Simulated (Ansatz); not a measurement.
According to PBE in the plane-wave PAW code Ansatz, HfGeS4 in the tetragonal phase (I4_1/amd; Hf on 4a, Ge on 4b, S on 16h) relaxes to a = 8.348 Å, c = 7.618 Å. Against the elements it lies at -0.82 eV/atom, with no fitted shifts.

It is gapped at this level: 0.62 eV (indirect). The valence maximum lies on the Γ–Z line, 36 % of the way from Γ and the conduction minimum at Γ. Gap from PBE with spin–orbit coupling: 0.62 eV. Electrons at the band edge weigh 0.10, 0.23, 0.23 mₑ (principal values). The hole mass is 0.92, 1.5, 1.5 mₑ (principal values).

The bulk modulus is 76.2 GPa.

The start of the workflow was typed in or built on a structure type; neither database checked (COD, Materials Project) lists it. Whether it is the stable phase at ambient conditions was not checked. The PBE relaxation kept the symmetry of its start; whether a distortion lowers the energy is not shown. No spin polarisation was allowed. The references are the lowest solids computed at this level, not always the standard phases. Scalar-relativistic: spin–orbit coupling is off unless named, which matters more the heavier the elements.

Potentials: the earlier of the program's two PAW sets.
